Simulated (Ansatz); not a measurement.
One crystal and one scan (generalised stacking-fault energy along a line) at two levels, PBE (plane waves to 420 eV, PAW, scalar-relativistic; Ansatz, an electronic-structure program) and r2SCAN (plane waves to 500 eV, PAW, scalar-relativistic; Ansatz), each from its own relaxed cell and on its own mesh. The cell shown is that of PBE.

HfN (rock salt) is sheared across one {100} plane: the third cell vector gains the shift, so faults repeat every 6.8 Å. The cut lies between planes 2.27 Å apart; the cell height is held.

```
HfN
1.0
    3.21584     0.00000     0.00000
    0.00000     3.21584     0.00000
    1.60792     1.60792     6.82183
N Hf
3 3
Direct
  0.00000   0.00000   0.83333
  0.33333   0.33333   0.16667
  0.66667   0.66667   0.50000
  0.50000   0.50000   0.83333
  0.83333   0.83333   0.16667
  0.16667   0.16667   0.50000
```

In-plane vectors a = (3.216, 0.000) Å, b = (0.000, 3.216) Å, area 10.34 Å². The shift is s times the vector a (length 3.216 Å), so s = 1 restores the start. The shift is rigid: no atom relaxes. γ = [E(shift) − E(0)] / area.

Energies are extrapolated to zero smearing. HfN is run without spin polarisation. HfN was relaxed with its symmetry unable to fall. Spin-orbit coupling is left out, though Hf is heavy. Faults lie only 6.8 Å apart, and holding the cell height and the atoms raises γ above its relaxed value. With partly filled bands, the k mesh leaves noise in γ, roughly 0.02 J/m² as judged from a few cases. Percentages come from the unrounded values. Both scans cover s from 0.000 to 0.917.

Results of PBE:

- Lattice constant a (Å) = 4.548
- Highest computed γ on the line (J/m²) = 4.08
- Steepest slope dγ/d(shift) before the first maximum (spline) (GPa) = 40
- Position of the highest point = s = 0.500
- Local minima between the ends = no computed point is one

Estimate the r2SCAN values.


```json
[
 {"quantity": "Lattice constant a (Å)", "r2SCAN": "4.525", "PBE − r2SCAN": "+0.023 (+0.5 %)"},
 {"quantity": "Highest computed γ on the line (J/m²)", "r2SCAN": "4.32", "PBE − r2SCAN": "-0.24 (-5.6 %)"},
 {"quantity": "Steepest slope dγ/d(shift) before the first maximum (spline) (GPa)", "r2SCAN": "43", "PBE − r2SCAN": "-3 (-6 %)"}
]
```

PBE gives the higher value for: lattice constant a. PBE gives the lower value for: highest computed γ on the line; steepest slope dγ/d(shift) before the first maximum. Both give the same position of the highest point: s = 0.500. Neither level is exact: the differences show how much the result hangs on the functional.

(The slope of γ gives the shear force per area between the displaced halves; near zero shift its curvature is an elastic stiffness.)
